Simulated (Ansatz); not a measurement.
The relaxed structure here is a generated cell of LiTaO3: the first start was made by a random draw of sites in a space group, and the end was not matched to a known phase here, so it may be hypothetical. Known forms of LiTaO3 include space group No. 161.

A structure of LiTaO3 relaxed with PBEsol (plane waves to 420 eV, PAW, scalar-relativistic; Ansatz, a quantum-chemistry and plane-wave program); single points at other levels follow on the same geometry (Ansatz, PAW; HSE06 at 420 eV on a 6×6×6 k-mesh; no spin-orbit coupling). Space group P4/mmm (No. 123).

```yaml
crystal:
  lattice:
    - [3.99736, 0.00000, 0.00000]
    - [0.00000, 3.99736, 0.00000]
    - [0.00000, 0.00000, 3.88674]
  atoms:
    - { symbol: Li, position: [0.50000, 0.50000, 0.50000] }
    - { symbol: O, position: [0.50000, 0.00000, 0.50000] }
    - { symbol: O, position: [0.00000, 0.50000, 0.50000] }
    - { symbol: O, position: [0.00000, 0.00000, 0.00000] }
    - { symbol: Ta, position: [0.00000, 0.00000, 0.50000] }
```

```
level   gap (eV)      kind  conduction minimum
------  --------  --------  ------------------
PBEsol      1.67  indirect                   Γ
HSE06          ?         –                   ?
```

### Question
Complete the blanks.

### Answer

- HSE06, gap (eV): 3.17
- HSE06, conduction minimum: Γ

HSE06 gaps come from a coarse mesh plus a few chosen points, so they may be too large. No spin polarisation in the result.

The run could not lose the symmetry of its start: the end is stationary, and may be a saddle point rather than a minimum.

All atoms sit on sites fixed by symmetry, so only the cell could relax.
